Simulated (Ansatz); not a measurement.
Bi started on a Pb site and Bi started on a Pb site, 10.19 Å apart on the ideal sites in cubic perovskite CsPbBr3, 40 atoms, charge 0

The calculation used Ansatz 0.2.0, DFT, PBEsol, PAW, plane waves.

The input as it was run:

```yaml
crystal:
  lattice:
    - [11.763330, 0.000000, 0.000000]
    - [0.000000, 11.763330, 0.000000]
    - [0.000000, 0.000000, 11.763330]
  atoms:
    - { symbol: Cs, position: [0.002300, 0.997303, 0.997675] }
    - { symbol: Cs, position: [0.000019, 0.000003, 0.499692] }
    - { symbol: Cs, position: [0.002188, 0.500222, 0.002156] }
    - { symbol: Cs, position: [0.998719, 0.500816, 0.500969] }
    - { symbol: Cs, position: [0.498573, 0.997598, 0.999197] }
    - { symbol: Cs, position: [0.500852, 0.000398, 0.499526] }
    - { symbol: Cs, position: [0.502292, 0.498940, 0.998995] }
    - { symbol: Cs, position: [0.498962, 0.500991, 0.500466] }
    - { symbol: Bi, position: [0.247634, 0.253944, 0.248865] }
    - { symbol: Bi, position: [0.748938, 0.747987, 0.754217] }
    - { symbol: Pb, position: [0.249993, 0.254781, 0.751285] }
    - { symbol: Pb, position: [0.250508, 0.751883, 0.250100] }
    - { symbol: Pb, position: [0.250380, 0.747627, 0.750419] }
    - { symbol: Pb, position: [0.748801, 0.252176, 0.250651] }
    - { symbol: Pb, position: [0.749398, 0.250544, 0.750624] }
    - { symbol: Pb, position: [0.751997, 0.753357, 0.250586] }
    - { symbol: Br, position: [0.252015, 0.251081, 0.998226] }
    - { symbol: Br, position: [0.249122, 0.251335, 0.501761] }
    - { symbol: Br, position: [0.252226, 0.750277, 0.001637] }
    - { symbol: Br, position: [0.251378, 0.750687, 0.501288] }
    - { symbol: Br, position: [0.751541, 0.251209, 0.000743] }
    - { symbol: Br, position: [0.749647, 0.250761, 0.496688] }
    - { symbol: Br, position: [0.750380, 0.747696, 0.000480] }
    - { symbol: Br, position: [0.747416, 0.751132, 0.500050] }
    - { symbol: Br, position: [0.000211, 0.250289, 0.252683] }
    - { symbol: Br, position: [0.997855, 0.251396, 0.752199] }
    - { symbol: Br, position: [0.998168, 0.750376, 0.252400] }
    - { symbol: Br, position: [0.998591, 0.750501, 0.751655] }
    - { symbol: Br, position: [0.497328, 0.248068, 0.247786] }
    - { symbol: Br, position: [0.499039, 0.245095, 0.747772] }
    - { symbol: Br, position: [0.500613, 0.750994, 0.250517] }
    - { symbol: Br, position: [0.500758, 0.749442, 0.752560] }
    - { symbol: Br, position: [0.250222, 0.002216, 0.251201] }
    - { symbol: Br, position: [0.251084, 0.001046, 0.747295] }
    - { symbol: Br, position: [0.250755, 0.499432, 0.246853] }
    - { symbol: Br, position: [0.251164, 0.501543, 0.749660] }
    - { symbol: Br, position: [0.748314, 0.000143, 0.252954] }
    - { symbol: Br, position: [0.752329, 0.999274, 0.750914] }
    - { symbol: Br, position: [0.750362, 0.499379, 0.247833] }
    - { symbol: Br, position: [0.749144, 0.499600, 0.748851] }
  symmetry: { detect: false }
kpoints:
  mp_grid: { grid: [1, 1, 1], shift: [0.25, 0.25, 0.25] }
hamiltonian:
  xc: pbesol
scf:
  occupations: { method: fermi_dirac, width: 0.01 }
relax:
  f_tol: 0.03
  max_steps: 80
  escape_saddle: false
  adjacent_minimum: "off"
output:
  forces: true
  eigenvalues: true
  populations: true
```

Command:

```sh
ansatz run in.yaml --threads 4 --pin off --max-ram 38950MiB --runs-dir r --events-out ev --progress --plain --backend cuda --devices 0, --max-vram 37GiB
```

Output (machine lines and repeated set-up lines are left out; […] marks rows cut from tables):

```
Pseudopotentials: kind: paw
Functional definition: PBEsol
  exchange = pbesol_x
  correlation = pbesol_c
Crystal: 40 atoms, lattice volume = 1627.762 Å³
Basis set: ecut = 420 eV, 31799 PW (Γ), exchange–correlation on 160×160×160 points (8 copies of the dense FFT grid, shifted against one another)
Bands: 217, of which v1, the nominal top of the filled ones, is band 177 counted from 1 (176 counted from 0)
Symmetry: 1 space group operations
k-points: 1
Non-local potential: Cs, projectors of the file, l = 0: 3, l = 1: 2, l = 2: 2, l = 3: 2
Non-local potential: Bi, projectors of the file, l = 0: 2, l = 1: 2, l = 2: 2, l = 3: 2
Non-local potential: Pb, projectors of the file, l = 0: 2, l = 1: 2, l = 2: 2, l = 3: 2
Non-local potential: Br, projectors of the file, l = 0: 2, l = 1: 2, l = 2: 2
PAW form: soft (Blöchl's): semilocal exchange-correlation on the pseudo side does not see the compensation charge
PAW frozen core: Cs, regenerated for the run's functional, and the local potential with it (the file was generated under x = pbe(κ = 0.804, μ = 0.2195149727645171), c = pbe(β = 0.06672455060314922))
PAW frozen core: Bi, regenerated for the run's functional, and the local potential with it (the file was generated under x = pbe(κ = 0.804, μ = 0.2195149727645171), c = pbe(β = 0.06672455060314922))
PAW frozen core: Pb, regenerated for the run's functional, and the local potential with it (the file was generated under x = pbe(κ = 0.804, μ = 0.2195149727645171), c = pbe(β = 0.06672455060314922))
PAW frozen core: Br, regenerated for the run's functional, and the local potential with it (the file was generated under x = pbe(κ = 0.804, μ = 0.2195149727645171), c = pbe(β = 0.06672455060314922))
PAW one-centre angular grid: Cs, 194 points (default); XC on 64 Gauss nodes
PAW one-centre angular grid: Bi, 590 points (default); XC on 64 Gauss nodes
PAW one-centre angular grid: Pb, 590 points (default); XC on 64 Gauss nodes
PAW one-centre angular grid: Br, 110 points (default); XC on 64 Gauss nodes
Initial density: superposition of atomic densities (neutral atoms: chi_scale 0, normalization atom), corrected by the library's trained network
Initial wavefunctions: pseudopotential atomic-orbital guess
Functional: x = pbesol(κ = 0.804, μ = 0.12345679012345678), c = pbesol(β = 0.046)
SCF iter   1: F=—  HF=-205422.296775 eV  |F-HF|=—  |Δ(HF+E_count)|=         —  Δρ=2.71e-3  dr2=2.26e-1  ethr=1.77e-3  ⟨swp⟩=7.0  Hψ=925  notcnv=0  defer=26
preconditioner: auto → LDOS  [metal: Δε(μ)=0.014 eV  Ē_g=8.220 eV  σ=0.010 eV  W_gap=0.34  n_scr=250 (ndim 8)  ℏωp=13.3 eV  f_vac=0.049  D(μ)=88.76/eV (n_scr^D=846)  β→1.0]
SCF iter   2: F=—  HF=-205422.286870 eV  |F-HF|=—  |Δ(HF+E_count)|=   9.91e-3  Δρ=1.97e-3  dr2=1.45e-1  ethr=6.38e-5  ⟨swp⟩=3.0  Hψ=623  notcnv=0  defer=28
[…]
SCF 1 converged in 17 iterations: F = -205422.258874 eV  dr2 = 1.02e-5
  greatest PAW one-centre occupation: 0.990 electrons in one spin orbital (limit 2), on the Bi atom at site 8 (counted from 0), in its partial waves of l = 2
relax step   1: F+E_penalty+E_count = -205422.25887361 eV  Δ(F+E_penalty+E_count) = +0.000e0 eV  max|allowed force component| = 2.877e-1 eV/Å  Δτ_max = 0.0000 Å  (17 SCF iters, dr2 threshold 2.25e-5 eV, accepted)
Initial density: handed on by an earlier stage of this run
Initial wavefunctions: those handed on with the density
[…]
relax step   2: F+E_penalty+E_count = -205422.37045369 eV  Δ(F+E_penalty+E_count) = -1.116e-1 eV  max|allowed force component| = 1.385e-1 eV/Å  Δτ_max = 0.0498 Å  (9 SCF iters, dr2 threshold 5.17e-6 eV, accepted)
[…]
relax step   3: F+E_penalty+E_count = -205422.34358535 eV  Δ(F+E_penalty+E_count) = +2.687e-2 eV  max|allowed force component| = 6.003e-1 eV/Å  Δτ_max = 0.1952 Å  (9 SCF iters, dr2 threshold 1.20e-6 eV, rejected (line search))
[…]
relax step   4: F+E_penalty+E_count = -205422.51192768 eV  Δ(F+E_penalty+E_count) = -1.415e-1 eV  max|allowed force component| = 1.382e-1 eV/Å  Δτ_max = 0.0952 Å  (9 SCF iters, accepted)
[…]
relax step   5: F+E_penalty+E_count = -205422.60024753 eV  Δ(F+E_penalty+E_count) = -8.832e-2 eV  max|allowed force component| = 2.295e-1 eV/Å  Δτ_max = 0.0973 Å  (7 SCF iters, dr2 threshold 4.43e-6 eV, accepted)
[…]
relax step   6: F+E_penalty+E_count = -205422.67982831 eV  Δ(F+E_penalty+E_count) = -7.958e-2 eV  max|allowed force component| = 2.264e-1 eV/Å  Δτ_max = 0.1044 Å  (6 SCF iters, dr2 threshold 5.24e-5 eV, accepted)
[…]
relax step   7: F+E_penalty+E_count = -205422.73532059 eV  Δ(F+E_penalty+E_count) = -5.549e-2 eV  max|allowed force component| = 1.210e-1 eV/Å  Δτ_max = 0.0751 Å  (6 SCF iters, dr2 threshold 4.99e-5 eV, accepted)
[…]
relax step   8: F+E_penalty+E_count = -205422.78261069 eV  Δ(F+E_penalty+E_count) = -4.729e-2 eV  max|allowed force component| = 4.142e-2 eV/Å  Δτ_max = 0.1978 Å  (8 SCF iters, dr2 threshold 4.18e-6 eV, accepted)
preconditioner: auto → Resta (q_TF=auto, 2.116 Å⁻¹)  ε∞=3.7  [insulator: Δε(μ)=0.230 eV  Ē_g=8.184 eV  σ=0.010 eV  W_gap=1.00  n_scr=250 (ndim 8)  ℏωp=13.3 eV  f_vac=0.066  D(μ)=0.00/eV (n_scr^D=0)  ε∞_Penn≈3.7]
relax step   9: F+E_penalty+E_count = -205422.82506459 eV  Δ(F+E_penalty+E_count) = -4.245e-2 eV  max|allowed force component| = 6.877e-2 eV/Å  Δτ_max = 0.1923 Å  (9 SCF iters, accepted)
preconditioner: auto → Resta (q_TF=auto, 2.116 Å⁻¹)  ε∞=3.7  [insulator: Δε(μ)=0.216 eV  Ē_g=8.160 eV  σ=0.010 eV  W_gap=1.00  n_scr=250 (ndim 8)  ℏωp=13.3 eV  f_vac=0.069  D(μ)=0.01/eV (n_scr^D=0)  ε∞_Penn≈3.7]
relax step  10: F+E_penalty+E_count = -205422.87891665 eV  Δ(F+E_penalty+E_count) = -5.385e-2 eV  max|allowed force component| = 6.250e-2 eV/Å  Δτ_max = 0.1951 Å  (10 SCF iters, accepted)
preconditioner: auto → Resta (q_TF=auto, 2.116 Å⁻¹)  ε∞=3.7  [insulator: Δε(μ)=0.201 eV  Ē_g=8.126 eV  σ=0.010 eV  W_gap=1.00  n_scr=250 (ndim 8)  ℏωp=13.3 eV  f_vac=0.071  D(μ)=0.02/eV (n_scr^D=0)  ε∞_Penn≈3.7]
relax step  11: F+E_penalty+E_count = -205422.90384970 eV  Δ(F+E_penalty+E_count) = -2.493e-2 eV  max|allowed force component| = 5.065e-2 eV/Å  Δτ_max = 0.1952 Å  (9 SCF iters, dr2 threshold 3.23e-6 eV, accepted)
preconditioner: auto → Resta (q_TF=auto, 2.116 Å⁻¹)  ε∞=3.7  [insulator: Δε(μ)=0.199 eV  Ē_g=8.120 eV  σ=0.010 eV  W_gap=1.00  n_scr=250 (ndim 8)  ℏωp=13.3 eV  f_vac=0.072  D(μ)=0.02/eV (n_scr^D=0)  ε∞_Penn≈3.7]
relax step  12: F+E_penalty+E_count = -205422.94219864 eV  Δ(F+E_penalty+E_count) = -3.835e-2 eV  max|allowed force component| = 3.372e-2 eV/Å  Δτ_max = 0.2000 Å  (8 SCF iters, dr2 threshold 1.68e-6 eV, accepted)
preconditioner: auto → Resta (q_TF=auto, 2.116 Å⁻¹)  ε∞=3.7  [insulator: Δε(μ)=0.200 eV  Ē_g=8.119 eV  σ=0.010 eV  W_gap=1.00  n_scr=250 (ndim 8)  ℏωp=13.3 eV  f_vac=0.076  D(μ)=0.02/eV (n_scr^D=0)  ε∞_Penn≈3.7]
relax step  13: F+E_penalty+E_count = -205422.95916860 eV  Δ(F+E_penalty+E_count) = -1.697e-2 eV  max|allowed force component| = 3.071e-2 eV/Å  Δτ_max = 0.1943 Å  (10 SCF iters, accepted)
preconditioner: auto → Resta (q_TF=auto, 2.116 Å⁻¹)  ε∞=3.7  [insulator: Δε(μ)=0.198 eV  Ē_g=8.117 eV  σ=0.010 eV  W_gap=1.00  n_scr=250 (ndim 8)  ℏωp=13.3 eV  f_vac=0.077  D(μ)=0.02/eV (n_scr^D=0)  ε∞_Penn≈3.7]
relax step  14: F+E_penalty+E_count = -205422.96731909 eV  Δ(F+E_penalty+E_count) = -8.150e-3 eV  max|allowed force component| = 2.699e-2 eV/Å  Δτ_max = 0.0891 Å  (9 SCF iters, accepted)
preconditioner: auto → Resta (q_TF=auto, 2.116 Å⁻¹)  ε∞=3.7  [insulator: Δε(μ)=0.189 eV  Ē_g=8.111 eV  σ=0.010 eV  W_gap=1.00  n_scr=250 (ndim 8)  ℏωp=13.3 eV  f_vac=0.079  D(μ)=0.03/eV (n_scr^D=0)  ε∞_Penn≈3.7]
relax step  15: F+E_penalty+E_count = -205422.98033189 eV  Δ(F+E_penalty+E_count) = -1.301e-2 eV  max|allowed force component| = 2.661e-2 eV/Å  Δτ_max = 0.1700 Å  (10 SCF iters, accepted)
preconditioner: auto → Resta (q_TF=auto, 2.116 Å⁻¹)  ε∞=3.7  [insulator: Δε(μ)=0.182 eV  Ē_g=8.108 eV  σ=0.010 eV  W_gap=1.00  n_scr=250 (ndim 8)  ℏωp=13.3 eV  f_vac=0.081  D(μ)=0.04/eV (n_scr^D=0)  ε∞_Penn≈3.7]
relax step  16: F+E_penalty+E_count = -205422.98737965 eV  Δ(F+E_penalty+E_count) = -7.048e-3 eV  max|allowed force component| = 3.831e-2 eV/Å  Δτ_max = 0.1389 Å  (10 SCF iters, accepted)
preconditioner: auto → Resta (q_TF=auto, 2.116 Å⁻¹)  ε∞=3.7  [insulator: Δε(μ)=0.181 eV  Ē_g=8.105 eV  σ=0.010 eV  W_gap=1.00  n_scr=250 (ndim 8)  ℏωp=13.3 eV  f_vac=0.081  D(μ)=0.05/eV (n_scr^D=0)  ε∞_Penn≈3.7]
relax step  17: F+E_penalty+E_count = -205422.99497322 eV  Δ(F+E_penalty+E_count) = -7.594e-3 eV  max|allowed force component| = 3.363e-2 eV/Å  Δτ_max = 0.0764 Å  (8 SCF iters, dr2 threshold 1.43e-6 eV, accepted)
preconditioner: auto → Resta (q_TF=auto, 2.116 Å⁻¹)  ε∞=3.7  [insulator: Δε(μ)=0.181 eV  Ē_g=8.106 eV  σ=0.010 eV  W_gap=1.00  n_scr=250 (ndim 8)  ℏωp=13.3 eV  f_vac=0.082  D(μ)=0.05/eV (n_scr^D=0)  ε∞_Penn≈3.7]
relax step  18: F+E_penalty+E_count = -205423.00078897 eV  Δ(F+E_penalty+E_count) = -5.816e-3 eV  max|allowed force component| = 8.288e-2 eV/Å  Δτ_max = 0.0950 Å  (9 SCF iters, accepted)
preconditioner: auto → Resta (q_TF=auto, 2.116 Å⁻¹)  ε∞=3.7  [insulator: Δε(μ)=0.179 eV  Ē_g=8.101 eV  σ=0.010 eV  W_gap=1.00  n_scr=250 (ndim 8)  ℏωp=13.3 eV  f_vac=0.083  D(μ)=0.05/eV (n_scr^D=0)  ε∞_Penn≈3.7]
relax step  19: F+E_penalty+E_count = -205423.00531100 eV  Δ(F+E_penalty+E_count) = -4.522e-3 eV  max|allowed force component| = 4.395e-2 eV/Å  Δτ_max = 0.0802 Å  (9 SCF iters, dr2 threshold 5.29e-6 eV, accepted)
preconditioner: auto → Resta (q_TF=auto, 2.116 Å⁻¹)  ε∞=3.7  [insulator: Δε(μ)=0.174 eV  Ē_g=8.102 eV  σ=0.010 eV  W_gap=1.00  n_scr=250 (ndim 8)  ℏωp=13.3 eV  f_vac=0.083  D(μ)=0.07/eV (n_scr^D=0)  ε∞_Penn≈3.7]
[…]
SCF 20 converged in 9 iterations: F = -205423.009145 eV  dr2 = 2.17e-8
  greatest PAW one-centre occupation: 0.990 electrons in one spin orbital (limit 2), on the Bi atom at site 9 (counted from 0), in its partial waves of l = 2
relax step  20: F+E_penalty+E_count = -205423.00914507 eV  Δ(F+E_penalty+E_count) = -3.834e-3 eV  max|allowed force component| = 1.582e-2 eV/Å  Δτ_max = 0.0835 Å  (9 SCF iters, accepted)
[…]
preconditioner: auto → Resta (q_TF=auto, 2.116 Å⁻¹)  ε∞=3.7  [insulator: Δε(μ)=0.169 eV  Ē_g=8.097 eV  σ=0.010 eV  W_gap=1.00  n_scr=250 (ndim 8)  ℏωp=13.3 eV  f_vac=0.083  D(μ)=0.09/eV (n_scr^D=0)  ε∞_Penn≈3.7]
[…]
SCF iter   7: F=—  HF=-205423.012492 eV  |F-HF|=—  |Δ(HF+E_count)|=   5.50e-4  Δρ=4.72e-6  dr2=1.67e-6  ethr=1.50e-9  ⟨swp⟩=2.0  Hψ=352  notcnv=0  defer=29
SCF iter   8: F=-205423.012492 eV  HF=-205423.012492 eV  |F-HF|=7.37e-8  |Δ(HF+E_count)|=   8.46e-7  Δρ=1.24e-6  dr2=7.74e-8  ethr=2.82e-11  ⟨swp⟩=15.0  Hψ=1260  notcnv=0
SCF 21 converged in 8 iterations: F = -205423.012492 eV  dr2 = 7.74e-8
relax step  21: F+E_penalty+E_count = -205423.01249247 eV  Δ(F+E_penalty+E_count) = -3.347e-3 eV  max|allowed force component| = 2.164e-2 eV/Å  Δτ_max = 0.0666 Å  (8 SCF iters, accepted)
SCF converged after 8 iterations
Free energy (F): -205423.012492 eV
Harris-Foulkes:  -205423.012492 eV  (|F-HF|=7.37e-8)
Internal energy: -205423.012411 eV  (E = F + TS)
E sigma→0 (E₀):  -205423.012452 eV
Entropy (-TS):   -0.000081 eV (-0.002 meV/atom)
Fermi energy:    5.012985 eV
--- Per-component energies (eV) ---
  E_band       = -2100.949793
  E_kinetic    = 6654.764199
  E_local      = -22103.454068  (includes V_loc(G=0)·N_el)
  E_nonlocal   = 5182.647034
  E_hartree    = 7881.652133
  E_xc         = -9272.061674
  E_vxc        = -4582.865064  (∫ρ·V_xc dr)
  E_paw        = -175274.874640  (= ΣΔE_a)
  E_vpaw       = -3015.345705  (= ΣTr[D̂ρ^β])
  E_aug_tail   = -0.000694  (compensation charges beyond the density's cutoff)
  E_ewald      = -18495.604674
  E_core_change = 3.919972  (= ΣΔE_core)
  E_smearing   = -0.000081  (= −TS)
  E_closure    = -0.000000  (closes the sum)
  Σ components = -205423.012492   (vs F -205423.012492, Δ=0.00e0)
--- Forces (eV/Å), atoms counted from 1 ---
  atom   1  Cs    -0.00122431     0.00763875     0.00237924
  atom   2  Cs     0.00843678    -0.00389743     0.00402005
  atom   3  Cs    -0.00928134    -0.00324702     0.00362010
  atom   4  Cs    -0.00280631     0.00334241    -0.00476084
  atom   5  Cs     0.00462444     0.00012590    -0.00196679
  atom   6  Cs     0.00856643     0.00311484    -0.00006585
  atom   7  Cs    -0.00207677     0.00547019     0.00095289
  atom   8  Cs    -0.00057073    -0.00531731     0.00651783
  atom   9  Bi     0.00467136     0.00077507     0.00089364
  atom  10  Bi    -0.00642270     0.00752864    -0.01060795
  atom  11  Pb     0.00964856    -0.00021642     0.00732411
  atom  12  Pb     0.01508326     0.00994874    -0.00337948
  atom  13  Pb    -0.00315642    -0.00391328     0.01390879
  atom  14  Pb     0.00633190    -0.00326161     0.00617785
  atom  15  Pb    -0.01082255    -0.01179274    -0.00351628
  atom  16  Pb    -0.02164417     0.00328709     0.00431601
  atom  17  Br     0.00093590     0.00393719    -0.00016016
  atom  18  Br    -0.00485643    -0.00426911    -0.01101665
  atom  19  Br    -0.00002001    -0.00583599     0.00244668
  atom  20  Br    -0.00700400     0.00247948    -0.00827632
  atom  21  Br     0.00666545    -0.00144485    -0.00033364
  atom  22  Br    -0.00443706     0.00550009    -0.00179473
  atom  23  Br    -0.00020348    -0.00491532     0.00048524
  atom  24  Br     0.00804691     0.00235146    -0.00019761
  atom  25  Br    -0.00289966     0.00118020    -0.00800976
  atom  26  Br     0.00303921     0.00159044    -0.00000380
  atom  27  Br     0.00775298    -0.00907004    -0.00885661
  atom  28  Br    -0.00128601     0.00001035     0.00196674
  atom  29  Br    -0.00756691    -0.00498472     0.00600019
  atom  30  Br     0.00078353     0.00476079     0.00118818
  atom  31  Br    -0.00250294    -0.00079412     0.00287617
  atom  32  Br    -0.00453253    -0.00197388    -0.00523933
  atom  33  Br    -0.00046103     0.00126819    -0.00099538
  atom  34  Br     0.00197328    -0.00042074     0.00508792
  atom  35  Br    -0.00066791    -0.00380498     0.00360057
  atom  36  Br     0.00210569    -0.00306878    -0.00555098
  atom  37  Br     0.00011717     0.00408731     0.00114646
  atom  38  Br     0.00236108     0.00642180     0.00070528
  atom  39  Br    -0.00230442     0.00414704     0.00146966
  atom  40  Br     0.00560468    -0.00672346    -0.00229243
  max |Σ_I F_I| component: 5.90e-5 eV/Å
--- Band table (eV) ---
  k-point 0: bands = ["-19.5366", "-19.5331", "-19.5228", "-19.4485", "-19.4463", "-19.4381", "-19.4374", "-19.4069", "-19.3292", "-19.3273", "-17.6133", "-17.6021", "-17.5752", "-17.5588", "-17.5571", "-17.5279", "-17.4893", "-17.4858", "-13.1681", "-13.1588", "-13.1538", "-13.1404", "-13.1357", "-13.1247", "-13.1193", "-13.1154", "-13.1013", "-13.0959", "-13.0898", "-13.0814", "-13.0773", "-13.0 …
--- Relaxed structure (21 steps of the walk, 20 accepted, 0 SCFs on fresh bases) ---
  F+E_penalty+E_count = -205423.01249247 eV   max|allowed force component| = 2.164e-2 eV/Å
  atoms:
    - { symbol: Cs, position: [0.008531695991871535, 1.0170245583565656, 0.9855922477183956] }
    - { symbol: Cs, position: [-0.019325976319130717, 0.004393702897482596, 0.4736074969230109] }
    - { symbol: Cs, position: [0.06116337280521332, 0.4987030656939142, 0.00041954284718924016] }
    - { symbol: Cs, position: [0.9733153760638403, 0.4859338376131274, 0.515808201575841] }
    - { symbol: Cs, position: [0.4992856695202905, 1.0070620404469128, 1.0192255473816874] }
    - { symbol: Cs, position: [0.4645440561643291, -0.02420683932587076, 0.5046932712555352] }
    - { symbol: Cs, position: [0.5295175164434193, 0.5325410519887216, 0.9936353402558961] }
    - { symbol: Cs, position: [0.49783752392287894, 0.4965364035080873, 0.48098570363917487] }
    - { symbol: Bi, position: [0.25308366671102556, 0.2509159697010584, 0.25757806077031364] }
    - { symbol: Bi, position: [0.751182642041706, 0.75415390307916, 0.7473683942759808] }
    - { symbol: Pb, position: [0.25036222600850644, 0.24753804443202274, 0.7489999124141883] }
    - { symbol: Pb, position: [0.2490921651234051, 0.7445038905328802, 0.25112538009930696] }
    - { symbol: Pb, position: [0.24820589556064557, 0.7488574812058332, 0.7503594952243373] }
    - { symbol: Pb, position: [0.7467291112639474, 0.2507111077959876, 0.24730865948551403] }
    - { symbol: Pb, position: [0.7432964674783995, 0.24776918944493367, 0.7507645838246522] }
    - { symbol: Pb, position: [0.7541584419359093, 0.7525068073571669, 0.25004724812604945] }
    - { symbol: Br, position: [0.24665964256500325, 0.23033003218774312, 1.005157984283218] }
    - { symbol: Br, position: [0.23600304121000248, 0.3112687101708554, 0.5000019295982356] }
    - { symbol: Br, position: [0.21802660582241234, 0.7810902473989392, 0.000853085203482506] }
    - { symbol: Br, position: [0.2760984480382051, 0.7205921923887764, 0.5013229933833528] }
    - { symbol: Br, position: [0.6998930649339177, 0.2596793730283049, -0.00020610470353720216] }
    - { symbol: Br, position: [0.7685521463596813, 0.24612013185756274, 0.4999475957103754] }
    - { symbol: Br, position: [0.7536401680576643, 0.7649735331518274, -0.005325874119357572] }
    - { symbol: Br, position: [0.7160905023532201, 0.779410358830823, 0.5021476982957988] }
    - { symbol: Br, position: [0.006307865443146846, 0.2606794332964796, 0.25402328543447183] }
    - { symbol: Br, position: [0.9967768884294339, 0.28297154117989487, 0.7791085765482002] }
    - { symbol: Br, position: [1.0000690419374516, 0.7121333688123056, 0.2928364280589486] }
    - { symbol: Br, position: [0.994788307208233, 0.699279157827476, 0.7565474432981447] }
    - { symbol: Br, position: [0.4966319372232422, 0.21376571556462654, 0.2946079670399381] }
    - { symbol: Br, position: [0.4963397411574716, 0.18660851840922965, 0.7377188239414224] }
    - { symbol: Br, position: [0.5010085881426211, 0.7731194315806733, 0.23564915964235542] }
    - { symbol: Br, position: [0.5029776262798477, 0.7740255472954751, 0.7791610319750947] }
    - { symbol: Br, position: [0.23808936871876643, -0.0001369751976918644, 0.2614683097690366] }
    - { symbol: Br, position: [0.2074823091196563, -0.0007628642995845731, 0.7022857401544097] }
    - { symbol: Br, position: [0.30225254276403946, 0.49580312831681456, 0.21090352058862194] }
    - { symbol: Br, position: [0.29311546060039084, 0.49985307704017345, 0.7825913532486994] }
    - { symbol: Br, position: [0.7907327113629481, 0.0023766926882401148, 0.2222210882304786] }
    - { symbol: Br, position: [0.807771523656242, 0.9967809995260317, 0.7435458750218633] }
    - { symbol: Br, position: [0.7241666852771186, 0.5016792131374344, 0.25402466139473945] }
    - { symbol: Br, position: [0.7167619326230249, 0.5049572210796028, 0.7213173421849325] }
--- Löwdin populations: 40 sites ---
  site symbol       q [e]
     0     Cs      8.2561
     1     Cs      8.2534
[…]
    38     Br      7.3731
    39     Br      7.3846
  spilling = 0.003190 (of n_electrons = 354.000000)
```

Total energies depend on the potentials used, so only differences within one code and one set of settings carry meaning.

One k point and one spin start were run, so the state needn't be the lowest, and an added charge can sit in a band of the host. Here the gap at the Fermi level is small or a level is partly filled: electrons or holes probably sit in a band, so the moment and any printed charge correction needn't be those of a localised defect.

Time: 18 s of wall time on one NVIDIA H100 with 4 processor threads, on a host shared with other runs; peak host memory 1.5 GiB.
